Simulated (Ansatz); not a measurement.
Computed with DFT PBE, scalar-relativistic, plane waves, PAW in Ansatz 0.2.0. Cutoff 420 eV, Γ-centred 12×12×4 mesh (12-atom cell), Gaussian smearing of 0.10 eV, no spin polarisation.

Formation energies are uncorrected and refer to the elements' standard structures at the same level (N₂ as a molecule).

Problem. Give a relaxed trial structure of a hexagonal metal with formula Hf5TiN6, with a formation energy near −1.61 eV/atom and a density near 12.38 g/cm³, in a cell of 12 atoms. Its symmetry should be P-6m2 (No. 187).

Solution. Hf5TiN6, space group P-6m2 (No. 187). Hf on a site of symmetry 3m has 6 N at 2.25–2.28 Å, 9 Hf at 3.13–3.29 Å and 3 Ti at 3.18 Å; around Hf on a site of symmetry -6m2 lie 6 N at 2.27 Å and 12 Hf at 3.13–3.28 Å; Ti is surrounded by 6 N at 2.21 Å, 6 Ti at 3.13 Å and 6 Hf at 3.18 Å; around N on its first site lie 3 Ti at 2.21 Å, 3 Hf at 2.25 Å, 1 N at 2.55 Å and 1 N at 2.73 Å; 3 more sites not described.

```xyz
12
Lattice="3.1286 0.0000 0.0000 -1.5643 2.7094 0.0000 0.0000 0.0000 16.2056" Properties=species:S:1:pos:R:3 pbc="T T T"
Hf    0.0000    1.8063    2.6163
Hf    0.0000    1.8063    8.1028
Hf    0.0000    1.8063   13.5893
Hf    0.0000    0.0000    5.3604
Hf    0.0000    0.0000   10.8452
Ti    0.0000    0.0000    0.0000
N     1.5643    0.9031   14.9324
N     1.5643    0.9031    3.9999
N     1.5643    0.9031    9.4702
N     1.5643    0.9031    1.2732
N     1.5643    0.9031    6.7354
N     1.5643    0.9031   12.2057
```

- Volume per atom: 11.45 Å³
- Density: 12.38 g/cm³
- Energy over the elements: −1.61 eV/atom
- Gap on the 12×12×4 mesh of the 12-atom cell: 0 eV (a metal)

It was reached by relaxing an invented guess, and it needn't be the stable form of this composition. The answer needn't be unique; the calculation gave this one.

These runs have no spin–orbit coupling, which can matter for Hf. A later test with randomly moved atoms came back to the same energy, though modes that don't fit the test's cell weren't probed.
